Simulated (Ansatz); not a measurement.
Consider the following.

LaIn2:
```
CELL_PARAMETERS angstrom
     -2.38926     3.86761     4.62026
      2.38926    -3.86761     4.62026
      2.38926     3.86761    -4.62026
ATOMIC_POSITIONS crystal
  La 0.68967 0.43967 0.25000
  La 0.31033 0.56033 0.75000
  In 0.71287 0.16007 0.55279
  In 0.28713 0.83993 0.44721
  In 0.10728 0.16007 0.94721
  In 0.89272 0.83993 0.05279
```

This is the r²SCAN-relaxed structure.

Q: All from r²SCAN in the plane-wave PAW code Ansatz, unless another level is named. Estimate the density of states at the Fermi level.

A: 0.83 states/eV per atom (mean over ±0.08 eV).

Q: Predict the formation energy from the elements (no fitted shifts).

A: -64 kJ/mol of atoms.

Space group Imma. The workflow started from a Materials Project entry (that database holds measured and hypothetical structures alike); the Crystallography Open Database copy checked does not list it. Whether it is the stable phase at ambient conditions was not checked. Symmetry was held in the r²SCAN relaxation; whether a distortion lowers the energy is not shown. The references are the lowest solids computed at this level, not always the standard phases. Spin–orbit coupling is left out wherever it is not named.

Potentials: the later of the program's two PAW sets.
